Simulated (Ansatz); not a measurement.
## Structures of InC2: which is lowest?

Plane-wave DFT in Ansatz with scalar-relativistic PAW potentials, cutoff 420 eV, Γ-centred meshes chosen by cell and gap, Gaussian smearing with energies taken to zero width. Every cell was relaxed (cell and atoms) in a run of its own, within the symmetry of its start. Functional: PBE.

Relaxed structures (starts from databases or built by putting these elements on another compound's sites):
A. I4/mmm, 3 atoms in the computed cell, a = 4.023 Å, c = 6.216 Å; sites (symmetry × multiplicity) In 4/mmm × 2, C 4mm × 4; start: built
B. P3_221, 9 atoms in the computed cell, a = 4.128 Å, c = 8.985 Å; sites (symmetry × multiplicity) In .2. × 3, C 1 × 6; start: built

**Question.** Rank them by energy. Could pressure change the order?

**Answer.**
| structure | group | E − E(lowest) (meV/atom) | V (Å³/atom) | gap on mesh (eV) |
| --- | --- | --- | --- | --- |
| B | P3_221 | 0.0 | 14.73 | 0.00 |
| A | I4/mmm | 241 | 16.77 | 0.00 |

B is lowest, 241 meV/atom under A. The lowest is also the densest of these, so pressure wouldn't bring one of the others in at first order. Other structures may lie lower than all of these, and vibrations aren't counted.